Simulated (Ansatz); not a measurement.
Relaxation of a generated cell, SnO placed in the WC structure type; 2 atoms in the cell, which starts as P-6m2 (No. 187), hP2; a = 3.135 Å, b = 3.135 Å, c = 3.060 Å, α = 90.00°, β = 90.00°, γ = 120.00°. Calculation: r2SCAN (plane waves to 500 eV, PAW, scalar-relativistic; Ansatz, an electronic-structure program). Γ-centred k-mesh 8×8×8 on the run's cell (coarser than for final values), Fermi–Dirac smearing 0.05 eV. This is the first round of the run. 

The optimiser's lines from the output (shortened; P is positive under compression):

```
relax step   1: F+E_penalty+E_count = -6605.60286558 eV  Δ(F+E_penalty+E_count) = +0.000e0 eV  max|allowed force component| = 6.129e-17 eV/Å  Δτ_max = 0.0000 Å  P = +27.374 GPa  Ω = 26.051 Å³  (7 SCF iters, dr2 threshold 1.00e-7 eV, accepted)
relax step   2: F+E_penalty+E_count = -6605.91641984 eV  Δ(F+E_penalty+E_count) = -3.136e-1 eV  max|allowed force component| = 1.850e-17 eV/Å  Δτ_max = 0.0000 Å  P = +10.360 GPa  Ω = 28.354 Å³  (7 SCF iters, dr2 threshold 2.00e-7 eV, accepted)
relax step   3: F+E_penalty+E_count = -6605.98690976 eV  Δ(F+E_penalty+E_count) = -7.049e-2 eV  max|allowed force component| = 2.313e-17 eV/Å  Δτ_max = 0.0000 Å  P = +2.333 GPa  Ω = 30.057 Å³  (8 SCF iters, dr2 threshold 2.00e-7 eV, accepted)
relax step   4: F+E_penalty+E_count = -6605.99162248 eV  Δ(F+E_penalty+E_count) = -4.713e-3 eV  max|allowed force component| = 2.776e-17 eV/Å  Δτ_max = 0.0000 Å  P = +0.371 GPa  Ω = 30.688 Å³  (7 SCF iters, dr2 threshold 2.00e-7 eV, accepted)
relax step   5: F+E_penalty+E_count = -6605.99175460 eV  Δ(F+E_penalty+E_count) = -1.321e-4 eV  max|allowed force component| = 1.850e-17 eV/Å  Δτ_max = 0.0000 Å  P = +0.043 GPa  Ω = 30.846 Å³  (6 SCF iters, dr2 threshold 2.00e-7 eV, accepted)
relax step   6: F+E_penalty+E_count = -6605.99175196 eV  Δ(F+E_penalty+E_count) = +2.637e-6 eV  max|allowed force component| = 8.327e-17 eV/Å  Δτ_max = 0.0000 Å  P = +0.000 GPa  Ω = 30.859 Å³  (6 SCF iters, dr2 threshold 1.12e-8 eV, accepted)
relax step   7: F+E_penalty+E_count = -6605.99299284 eV  Δ(F+E_penalty+E_count) = -1.241e-3 eV  max|allowed force component| = 9.252e-17 eV/Å  Δτ_max = 0.0000 Å  P = -0.015 GPa  Ω = 30.859 Å³  stress off target by 1.57e-2 GPa  SCF on the basis re-selected at this cell (its energy is not comparable with the rows above)  (7 SCF iters)
```

From the first to the last row the energy changes by -0.20 eV/atom and the volume by +18.5 %. The last row is marked as not comparable with the walk above it, whose basis was carried along; it does compare with step 1, since both stand on a basis selected at the nominal cutoff for their own cell.

Later rounds, restarted from the end of this one on a renewed k-mesh, logged 10 more steps and released under 0.01 eV/atom more. The final structure after all rounds: P-6m2 (No. 187), hP2, AFLOW prototype AB_hP2_187_d_a (B_h, as in WC); a = b = 3.299 Å, c = 3.301 Å, α = β = 90.00°, γ = 120.00°. Between re-selections the logged energies stand on a plane-wave basis carried along with the cell. No spin polarisation in the result.

The run could not lose the symmetry of its start, so the end can be a saddle point.

All atoms sit on sites fixed by symmetry, so only the cell could relax.

The relaxed structure here is a generated cell of SnO: the first start was made by placing the elements on the sites of a structure type, and the end was not matched to a known phase here, so it may be hypothetical. Known forms of SnO include space group No. 129.
